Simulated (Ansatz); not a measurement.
In₃GaN₄ in space group P3m1 (No. 156; Pearson symbol hP8), DFT-PBE in the program Ansatz with PAW potentials, all energies at zero smearing, with the estimated change up to a 700 eV cutoff added, with one set of potentials and settings (totals compare only within such a set). Cell of 8 atoms (3 In, 1 Ga, 4 N): -22112.380 eV.

```
element              reference phase  E (eV/atom)
-------  ---------------------------  -----------
In       I4/mmm, 1 atoms in the cell   -5597.8481
Ga         Cmce, 4 atoms in the cell   -3783.0209
N          Pa-3, 8 atoms in the cell    -384.0325
```

Formation energy per atom, worked out: (-22112.380 − 3×(-5597.8481) − 1×(-3783.0209) − 4×(-384.0325))/8 = 0.039 eV/atom (4 kJ per mol of atoms), at 0 K, without zero-point energy or fitted corrections.

The workflow started from a Materials Project entry (that database holds measured and hypothetical structures alike); the Crystallography Open Database copy checked does not list it. Whether it is the stable phase at ambient conditions was not checked. Symmetry was held in the PBE relaxation; whether a distortion lowers the energy is not shown. The references are the lowest solids computed at this level, not always the standard phases (solids in place of the gases).

Potentials: the later of the program's two PAW sets.
